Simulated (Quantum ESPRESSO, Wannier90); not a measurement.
**Wannierisation of LiNbO3 (R-3)**

Structure: Materials Project mp-1078377, symmetrised, not relaxed again. COD (Crystallography Open Database) has the formula in 3 space groups, this one among them (matched by group alone). Level: PBEsol, no spin polarisation, no spin-orbit coupling; pw.x of Quantum ESPRESSO at 68 Ry with PseudoDojo potentials, 4×4×4 k-points, Wannier90. Density: 8×8×8 mesh, cold smearing 0.01 Ry.

On the energy scale of pw.x, whose zero is arbitrary, the valence-band maximum lies at 5.78 eV.

Input w.win:

```
num_bands = 2
num_wann = 2
exclude_bands = 3-66
num_iter = 1000
conv_tol = 1.0e-6
conv_window = 4
write_hr = true
write_u_matrices = true
auto_projections = true
begin unit_cell_cart
ang
   -2.6424251396    4.5768145970    0.0000000000
   -5.2848502792    0.0000000000    0.0000000000
   -2.6424251396    1.5256048657    4.8459600000
end unit_cell_cart
begin atoms_frac
Li  -0.3621900000 -0.3621900000  0.0865700000
Li   0.3621900000  0.3621900000 -0.0865700000
Nb  -0.1443970000 -0.1443970000  0.4331910000
Nb   0.1443970000  0.1443970000 -0.4331910000
O    0.0458400000 -0.2160900000 -0.2675900000
O   -0.0458400000  0.2160900000  0.2675900000
O   -0.2160900000  0.4378400000 -0.2675900000
O    0.2160900000 -0.4378400000  0.2675900000
O    0.4378400000  0.0458400000 -0.2675900000
O   -0.4378400000 -0.0458400000  0.2675900000
end atoms_frac
mp_grid = 4 4 4
begin kpoints
0.0000000000 0.0000000000 0.0000000000
0.0000000000 0.0000000000 0.2500000000
0.0000000000 0.0000000000 0.5000000000
... (61 more lines: the 4x4x4 mesh through Gamma)
end kpoints
```

Input of pw2wannier90.x that gives the overlap and projection files (equivalent; here they were cut from one run over all bands):

```
&inputpp
  outdir = './out'
  prefix = 'pwscf'
  seedname = 'w'
  write_amn = .true.
  write_mmn = .true.
  atom_proj = .true.
  atom_proj_exclude = 1 2 3 4 6 7 8 9 10 11 12 13 14 16 17 18 19 20 21 22 23 24 25 26 27 28 29 30 31 32 33 34 35 36 37 38 39 40 41 42 43 44 45 46 47 48
/
```

Output w.wout (banner and timings cut):

```
                                    ------
                                    SYSTEM
                                    ------

                              Lattice Vectors (Ang)
                    a_1    -2.642425   4.576815   0.000000
                    a_2    -5.284850   0.000000   0.000000
                    a_3    -2.642425   1.525605   4.845960

                   Unit Cell Volume:     117.21301  (Ang^3)

                        Reciprocal-Space Vectors (Ang^-1)
                    b_1     0.000000   1.372829  -0.432194
                    b_2    -1.188905  -0.686415  -0.432194
                    b_3     0.000000   0.000000   1.296582

 *----------------------------------------------------------------------------*
 |   Site       Fractional Coordinate          Cartesian Coordinate (Ang)     |
 +----------------------------------------------------------------------------+
 | li   1  -0.36219  -0.36219   0.08657   |    2.64243  -1.52560   0.41951    |
 | li   2   0.36219   0.36219  -0.08657   |   -2.64243   1.52560  -0.41951    |
 | nb   1  -0.14440  -0.14440   0.43319   |    0.00000   0.00000   2.09923    |
 | nb   2   0.14440   0.14440  -0.43319   |   -0.00000  -0.00000  -2.09923    |
 | o    1   0.04584  -0.21609  -0.26759   |    1.72796  -0.19844  -1.29673    |
 | o    2  -0.04584   0.21609   0.26759   |   -1.72796   0.19844   1.29673    |
 | o    3  -0.21609   0.43784  -0.26759   |   -1.03583  -1.39724  -1.29673    |
 | o    4   0.21609  -0.43784   0.26759   |    1.03583   1.39724   1.29673    |
 | o    5   0.43784   0.04584  -0.26759   |   -0.69213   1.59568  -1.29673    |
 | o    6  -0.43784  -0.04584   0.26759   |    0.69213  -1.59568   1.29673    |
 *----------------------------------------------------------------------------*
                                ------------
                                K-POINT GRID
                                ------------

             Grid size =  4 x  4 x  4      Total points =   64

 *---------------------------------- MAIN ------------------------------------*
 |  Number of Wannier Functions               :                 2             |
 |  Number of Objective Wannier Functions     :                 2             |
 |  Number of input Bloch states              :                 2             |
 |  Output verbosity (1=low, 5=high)          :                 1             |
 |  Timing Level (1=low, 5=high)              :                 1             |
 |  Optimisation (0=memory, 3=speed)          :                 3             |
 |  Length Unit                               :               Ang             |
 |  Post-processing setup (write *.nnkp)      :                 F             |
 |  Using Gamma-only branch of algorithms     :                 F             |
 *----------------------------------------------------------------------------*
 *------------------------------- WANNIERISE ---------------------------------*
 |  Total number of iterations                :              1000             |
 |  Number of CG steps before reset           :                 5             |
 |  Trial step length for line search         :             2.000             |
 |  Convergence tolerence                     :         0.100E-05             |
 |  Convergence window                        :                 4             |
 |  Iterations between writing output         :                 1             |
 |  Iterations between backing up to disk     :               100             |
 |  Write r^2_nm to file                      :                 F             |
 |  Write xyz WF centres to file              :                 F             |
 |  Write on-site energies <0n|H|0n> to file  :                 F             |
 |  Use guiding centre to control phases      :                 F             |
 |  Use phases for initial projections        :                 F             |
 *----------------------------------------------------------------------------*
 *-------------------------------- PLOTTING ----------------------------------*
 |  Plotting Hamiltonian in WF basis          :                 T             |
 *----------------------------------------------------------------------------*

 *---------------------------------- K-MESH ----------------------------------*
 +----------------------------------------------------------------------------+
 |                    Distance to Nearest-Neighbour Shells                    |
 |                    ------------------------------------                    |
 |          Shell             Distance (Ang^-1)          Multiplicity         |
 |          -----             -----------------          ------------         |
 |             1                   0.324146                      2            |
 |             2                   0.359813                      6            |
 |             3                   0.405573                      6            |
 |             4                   0.551890                      6            |
 |             5                   0.594453                      6            |
 |             6                   0.640042                      6            |
 |             7                   0.648291                      2            |
 |             8                   0.677085                     12            |
       ... (lines left out)
 +----------------------------------------------------------------------------+
 | The b-vectors are chosen automatically                                     |
 | The following shells are used:                       1,  2                 |
 +----------------------------------------------------------------------------+
 |                        Shell   # Nearest-Neighbours                        |
 |                        -----   --------------------                        |
 |                          1               2                                 |
 |                          2               6                                 |
 +----------------------------------------------------------------------------+
 | Completeness relation is fully satisfied [Eq. (B1), PRB 56, 12847 (1997)]  |
 +----------------------------------------------------------------------------+
 |                  b_k Vectors (Ang^-1) and Weights (Ang^2)                  |
 |                  ----------------------------------------                  |
 |            No.         b_k(x)      b_k(y)      b_k(z)        w_b           |
 |            ---        --------------------------------     --------        |
 |             1         0.000000    0.000000    0.324146     3.815429        |
 |             2         0.000000    0.000000   -0.324146     3.815429        |
 |             3        -0.297226   -0.171604   -0.108049     2.829864        |
 |             4         0.000000    0.343207   -0.108049     2.829864        |
 |             5        -0.297226    0.171604    0.108049     2.829864        |
 |             6         0.297226    0.171604    0.108049     2.829864        |
 |             7         0.000000   -0.343207    0.108049     2.829864        |
 |             8         0.297226   -0.171604   -0.108049     2.829864        |
 +----------------------------------------------------------------------------+
 |                           b_k Directions (Ang^-1)                          |
 |                           -----------------------                          |
 |            No.           x           y           z                         |
 |            ---        --------------------------------                     |
 |             1         0.000000    0.000000    0.324146                     |
 |             2        -0.297226   -0.171604   -0.108049                     |
 |             3         0.000000    0.343207   -0.108049                     |
 |             4        -0.297226    0.171604    0.108049                     |
 +----------------------------------------------------------------------------+

 Starting a new Wannier90 calculation ...

 Reading overlaps from w.mmn

 Reading projections from w.amn

 *------------------------------- WANNIERISE ---------------------------------*
 +--------------------------------------------------------------------+<-- CONV
 | Iter  Delta Spread     RMS Gradient      Spread (Ang^2)            |<-- CONV
 +--------------------------------------------------------------------+<-- CONV

 ------------------------------------------------------------------------------
 Initial State
  WF centre and spread    1  ( -0.000000, -0.000000,  2.098521 )     0.42690115
  WF centre and spread    2  ( -0.000000,  0.000000, -2.098521 )     0.42690115
  Sum of centres and spreads ( -0.000000,  0.000000,  0.000000 )     0.85380229

      0     0.854E+00     0.0000000000        0.8538022915  <-- CONV
        O_D=      0.0000000 O_OD=      0.0000015 O_TOT=      0.8538023 <-- SPRD
 ------------------------------------------------------------------------------
      1    -0.666E-14     0.0000005771        0.8538022915  <-- CONV
        O_D=      0.0000000 O_OD=      0.0000015 O_TOT=      0.8538023 <-- SPRD
      2    -0.129E-13     0.0000005688        0.8538022915  <-- CONV
        O_D=      0.0000000 O_OD=      0.0000015 O_TOT=      0.8538023 <-- SPRD
      3    -0.215E-12     0.0000005525        0.8538022915  <-- CONV
        O_D=      0.0000000 O_OD=      0.0000015 O_TOT=      0.8538023 <-- SPRD
      4    -0.111E-15     0.0000000289        0.8538022915  <-- CONV
        O_D=      0.0000000 O_OD=      0.0000015 O_TOT=      0.8538023 <-- SPRD
             <<<     Delta < 1.000E-06  over  4 iterations     >>>
             <<< Wannierisation convergence criteria satisfied >>>
 Final State
  WF centre and spread    1  ( -0.000000, -0.000000,  2.098521 )     0.42690115
  WF centre and spread    2  ( -0.000000,  0.000000, -2.098521 )     0.42690115
  Sum of centres and spreads ( -0.000000,  0.000000,  0.000000 )     0.85380229

         Spreads (Ang^2)       Omega I      =     0.853800766
        ================       Omega D      =     0.000000000
                               Omega OD     =     0.000001525
    Final Spread (Ang^2)       Omega Total  =     0.853802292
```
